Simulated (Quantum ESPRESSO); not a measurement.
## Si6GaAs (input and log of a self-consistent run)

Simulated, not a measurement. The program is pw.x of Quantum ESPRESSO 7.5 (plane-wave density functional theory). The cell is made up: 8 atoms on a zincblende/diamond lattice, with randomly drawn elements, strain and displacements, not relaxed. PseudoDojo standard norm-conserving files (v0.5 for PBE, v0.4.1 for LDA and PBEsol) set the functional; there is no spin polarisation, spin-orbit coupling or dispersion term, and the masses in the input are unused placeholders.

Input:

```
&control calculation='scf', pseudo_dir='./dojo.nc.sr.pbe.v0_5.standard.upf', outdir='./o', disk_io='medium', tprnfor=.true., tstress=.true. /
&system ibrav=0, nat=8, ntyp=3, nbnd=36, ecutwfc=84.00895049, nosym=.true., tot_charge=0,
 occupations='smearing', smearing='fd', degauss=0.0073498644
/
&electrons conv_thr=7.350e-09, electron_maxstep=60, /
ATOMIC_SPECIES
As 1.0 As.upf
Ga 1.0 Ga.upf
Si 1.0 Si.upf
CELL_PARAMETERS angstrom
5.5821 -0.0117 -0.0031
-0.0117 5.7943 0.0203
-0.0032 0.0208 5.6052
ATOMIC_POSITIONS angstrom
Si 0.0166 0.0155 -0.0553
Si -0.0665 2.9277 2.7538
Ga 2.8904 -0.0009 2.7939
Si 2.7276 2.8539 -0.0712
Si 1.3474 1.4202 1.3525
Si 1.3288 4.3498 4.2443
Si 4.1165 1.419 4.2529
As 4.2422 4.3194 1.3697
K_POINTS automatic
6 6 6 1 1 1
```

The log is shortened where brackets say so; the opening notice, blank lines, dates and the lines on written files are dropped, and the path of the files is cut. It prints rydbergs, bohrs and kilobars, and counts compression as positive stress.

```
     Program PWSCF v.7.5
     Parallel version (MPI & OpenMP), running on       1 processor cores
     Number of MPI processes:                 1
     Threads/MPI process:                     1
     [start-up lines left out]
     bravais-lattice index     =            0
     lattice parameter (alat)  =      10.5487  a.u.
     unit-cell volume          =    1223.4288 (a.u.)^3
     number of atoms/cell      =            8
     number of atomic types    =            3
     number of electrons       =        52.00
     number of Kohn-Sham states=           36
     kinetic-energy cutoff     =      84.0090  Ry
     charge density cutoff     =     336.0358  Ry
     scf convergence threshold =      7.3E-09
     mixing beta               =       0.7000
     number of iterations used =            8  plain     mixing
     Exchange-correlation= PBE
                           (   1   4   3   4   0   0   0)
     [axes and pseudopotential details left out]
   Cartesian axes
     site n.     atom                  positions (alat units)
         1        Si     tau(   1) = (   0.0029738   0.0027767  -0.0099066  )
         2        Si     tau(   2) = (  -0.0119131   0.5244788   0.4933257  )
         3        Ga     tau(   3) = (   0.5177967  -0.0001612   0.5005094  )
         4        Si     tau(   4) = (   0.4886322   0.5112580  -0.0127550  )
         5        Si     tau(   5) = (   0.2413781   0.2544198   0.2422918  )
         6        Si     tau(   6) = (   0.2380461   0.7792390   0.7603393  )
         7        Si     tau(   7) = (   0.7374447   0.2542048   0.7618799  )
         8        As     tau(   8) = (   0.7599631   0.7737930   0.2453730  )
     number of k points=   108  Fermi-Dirac smearing, width (Ry)=  0.0073
     Number of k-points >= 100: set verbosity='high' to print them.
     Dense  grid:   127249 G-vectors     FFT dimensions: (  64,  64,  64)
     Estimated max dynamical RAM per process >     162.05 MB
     Initial potential from superposition of free atoms
     starting charge      51.9934, renormalised to      52.0000
     Starting wfcs are   42 randomized atomic wfcs
     total cpu time spent up to now is       35.1 secs
     per-process dynamical memory:   108.8 Mb
     Self-consistent Calculation
     iteration #  1     ecut=    84.01 Ry     beta= 0.70
     Davidson diagonalization with overlap
     ethr =  1.00E-02,  avg # of iterations =  3.7
     Threshold (ethr) on eigenvalues was too large:
     Diagonalizing with lowered threshold
     Davidson diagonalization with overlap
     ethr =  3.64E-04,  avg # of iterations =  6.4
     total cpu time spent up to now is      240.3 secs
     total energy              =    -415.78436648 Ry
     estimated scf accuracy    <       0.20445825 Ry
     iteration #  2     ecut=    84.01 Ry     beta= 0.70
     Davidson diagonalization with overlap
     ethr =  3.93E-04,  avg # of iterations =  2.1
     total cpu time spent up to now is      344.5 secs
     total energy              =    -415.79037588 Ry
     estimated scf accuracy    <       0.05720963 Ry
     iteration #  3     ecut=    84.01 Ry     beta= 0.70
     Davidson diagonalization with overlap
     ethr =  1.10E-04,  avg # of iterations =  3.0
     total cpu time spent up to now is      473.2 secs
     total energy              =    -415.80609587 Ry
     estimated scf accuracy    <       0.02351934 Ry
     iteration #  4     ecut=    84.01 Ry     beta= 0.70
     Davidson diagonalization with overlap
     ethr =  4.52E-05,  avg # of iterations =  2.8
     total cpu time spent up to now is      570.5 secs
     total energy              =    -415.81040111 Ry
     estimated scf accuracy    <       0.00046444 Ry
     iteration #  5     ecut=    84.01 Ry     beta= 0.70
     Davidson diagonalization with overlap
     c_bands:  1 eigenvalues not converged
     ethr =  8.93E-07,  avg # of iterations = 11.0
     total cpu time spent up to now is      742.1 secs
     total energy              =    -415.81055984 Ry
     estimated scf accuracy    <       0.00007440 Ry
     iteration #  6     ecut=    84.01 Ry     beta= 0.70
     Davidson diagonalization with overlap
     ethr =  1.43E-07,  avg # of iterations =  2.0
     total cpu time spent up to now is      863.1 secs
     total energy              =    -415.81057922 Ry
     estimated scf accuracy    <       0.00001693 Ry
     iteration #  7     ecut=    84.01 Ry     beta= 0.70
     Davidson diagonalization with overlap
     ethr =  3.25E-08,  avg # of iterations =  2.0
     total cpu time spent up to now is     1003.3 secs
     total energy              =    -415.81058236 Ry
     estimated scf accuracy    <       0.00000030 Ry
     iteration #  8     ecut=    84.01 Ry     beta= 0.70
     Davidson diagonalization with overlap
     ethr =  5.84E-10,  avg # of iterations =  4.1
     total cpu time spent up to now is     1185.2 secs
     total energy              =    -415.81058254 Ry
     estimated scf accuracy    <       0.00000012 Ry
     iteration #  9     ecut=    84.01 Ry     beta= 0.70
     Davidson diagonalization with overlap
     ethr =  2.28E-10,  avg # of iterations =  2.0
     total cpu time spent up to now is     1296.0 secs
     total energy              =    -415.81058257 Ry
     estimated scf accuracy    <       0.00000002 Ry
     iteration # 10     ecut=    84.01 Ry     beta= 0.70
     Davidson diagonalization with overlap
     ethr =  4.55E-11,  avg # of iterations =  2.0
     total cpu time spent up to now is     1381.8 secs
     End of self-consistent calculation
     Number of k-points >= 100: set verbosity='high' to print the bands.
     the Fermi energy is     6.2870 ev
!    total energy              =    -415.81058257 Ry
     estimated scf accuracy    <          1.1E-09 Ry
     smearing contrib. (-TS)   =      -0.00145147 Ry
     internal energy E=F+TS    =    -415.80913110 Ry
     The total energy is F=E-TS. E is the sum of the following terms:
     one-electron contribution =    -262.71565594 Ry
     hartree contribution      =     157.56263476 Ry
     xc contribution           =    -107.56421648 Ry
     ewald contribution        =    -203.09189344 Ry
     convergence has been achieved in  10 iterations
     Forces acting on atoms (cartesian axes, Ry/au):
     atom    1 type  3   force =     0.00899493    0.00976109   -0.00426910
     atom    2 type  3   force =     0.03785530   -0.04538347    0.04158499
     atom    3 type  2   force =    -0.05686706    0.00342155    0.00568649
     atom    4 type  3   force =    -0.01344272   -0.00653894    0.01454629
     atom    5 type  3   force =     0.01740106    0.00920595    0.02260633
     atom    6 type  3   force =     0.01581014    0.00265908   -0.03828752
     atom    7 type  3   force =     0.02379099    0.02279325   -0.02173114
     atom    8 type  1   force =    -0.03354262    0.00408149   -0.02013632
     Total force =     0.121885     Total SCF correction =     0.000149
     Computing stress (Cartesian axis) and pressure
          total   stress  (Ry/bohr**3)                   (kbar)     P=      -40.15
  -0.00020832  -0.00002396   0.00004845          -30.64       -3.52        7.13
  -0.00002396  -0.00040312  -0.00001186           -3.52      -59.30       -1.74
   0.00004845  -0.00001186  -0.00020744            7.13       -1.74      -30.52
     init_run     :     33.21s CPU     35.00s WALL (       1 calls)
     electrons    :   1279.42s CPU   1346.72s WALL (       1 calls)
     forces       :     13.56s CPU     13.75s WALL (       1 calls)
     stress       :     58.12s CPU     60.88s WALL (       1 calls)
     [timing details left out]
     PWSCF        :  23m 4.66s CPU  24m17.49s WALL
     JOB DONE.
```

In other units: free energy -5657.391 eV for the cell, pressure -4.02 GPa, largest force component 1.462 eV/Å. A rerun of the same cell at another strain at 1437 eV and a 8 x 8 x 8 mesh moved values by no more than 0.003 eV in energy, 0.02 GPa in stress and 0.004 eV/Å in force.